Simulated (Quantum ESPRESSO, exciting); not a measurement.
Given: the input of a run of exciting (release sodium) on Cd2Si. The cell comes from a database or a generator and needn't be the stable form of this composition.

The input input.xml:

```xml
<input>
  <title>Cd2Si</title>
  <structure speciespath="./" tshift="false">
    <crystal scale="1">
      <basevect>0.000000000000 4.462242990341 13.406514403547</basevect>
      <basevect>3.289497684584 0.000000000000 13.406514403547</basevect>
      <basevect>3.289497684584 4.462242990341 0.000000000000</basevect>
    </crystal>
    <species speciesfile="Cd.xml" rmt="2.3">
      <atom coord="0.338631000000 0.338631000000 0.661369000000"/>
      <atom coord="0.661369000000 0.661369000000 0.338631000000"/>
    </species>
    <species speciesfile="Si.xml" rmt="2">
      <atom coord="0.000000000000 0.000000000000 0.000000000000"/>
    </species>
  </structure>
  <groundstate do="fromscratch" ngridk="10 10 10" rgkmax="7.8" gmaxvr="14" lmaxapw="10" lmaxmat="10" lmaxvr="8" xctype="GGA_PBE" stype="Fermi Dirac" swidth="0.00183747" nempty="12" ValenceRelativity="iora*" epsengy="1e-05" epspot="1e-05" maxscl="60" tforce="true" outputlevel="normal"/>
</input>
```

Potentials or basis: all-electron LAPW+lo, shipped species files, valence relativity iora*.

The run is started by

```sh
$ OMP_NUM_THREADS=1 exciting_smp
```

Set up the same calculation for Quantum ESPRESSO 7.5. Potentials or basis there: SSSP 1.3 efficiency PBE, cutoff 816 eV.

As run (cutoffs and basis follow the program's own potentials, and thresholds, step limits or extra output files can differ):

The input pw.in:

```
&CONTROL
  calculation = 'scf'
  prefix = 'pwscf'
  outdir = './tmp'
  pseudo_dir = './pseudo'
  tprnfor = .true.
  tstress = .true.
  disk_io = 'nowf'
/
&SYSTEM
  ibrav = 0
  nat = 3
  ntyp = 2
  ecutwfc = 60
  ecutrho = 480
  nbnd = 21
  occupations = 'smearing'
  smearing = 'fd'
  degauss = 0.00367493
/
&ELECTRONS
  conv_thr = 6d-10
  electron_maxstep = 120
  mixing_beta = 0.5
/
ATOMIC_SPECIES
Cd   112.4140 Cd.pbe-dn-rrkjus_psl.0.3.1.UPF
Si    28.0850 Si.pbe-n-rrkjus_psl.1.0.0.UPF
CELL_PARAMETERS angstrom
   0.0000000000    2.3613173000    7.0944219000
   1.7407272100    0.0000000000    7.0944219000
   1.7407272100    2.3613173000    0.0000000000
ATOMIC_POSITIONS crystal
Cd     0.3386310000    0.3386310000    0.6613690000
Cd     0.6613690000    0.6613690000    0.3386310000
Si     0.0000000000    0.0000000000    0.0000000000
K_POINTS automatic
10 10 10 0 0 0
```

Potentials or basis: SSSP 1.3 efficiency PBE.

Run with:

```console
$ OMP_NUM_THREADS=1 pw.x -in pw.in > pw.out
```

Both were run:

|  | exciting | Quantum ESPRESSO |
| --- | --- | --- |
| Largest force | 0.122 eV/Å | 0.110 eV/Å |
